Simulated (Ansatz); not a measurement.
## Two states of La2NiO4

```
La Ni O
1.0
    -1.94525    1.94525    6.36523
     1.94525   -1.94525    6.36523
     1.94525    1.94525   -6.36523
La Ni O
2 1 4
Direct
  0.36250 0.36250 0.00000
  0.63750 0.63750 0.00000
  0.00000 0.00000 0.00000
  0.50000 0.00000 0.50000
  0.00000 0.50000 0.50000
  0.17970 0.17970 0.00000
  0.82030 0.82030 0.00000
```

Single point in Ansatz 0.2.0 with r2SCAN, with U_eff = 4.39 eV on Ni d (all-electron-ortho-atomic projectors). Cutoff 500 eV, PAW datasets, 6×6×6 Γ-centred k mesh, fermi-dirac filling (width 0.1 eV).

State A: no moments (no spin polarisation). State B: Ni3 up (collinear spin).

**Question.** Compare the two self-consistent states.

**Answer.** State B is lower by 236.0 meV an atom at zero smearing; in free energy at this smearing B lies -234.8 meV an atom from A.

```csv
state,free energy (meV/atom),largest moment in a small sphere (μB),net moment (μB/cell),gap on mesh (eV),pressure (GPa),largest force (eV/Å)
A,234.8,0.00,0.00,0.15,-5.1,0.89
B,0.0,1.70,2.00,0.40,-1.6,0.31
```

Origin: a database entry at a rescaled volume. Caveats: gaps of Fe, Co and Ni magnets come out low on these datasets; the k mesh is coarse if the cell is a metal; the gap is not wide against the smearing.
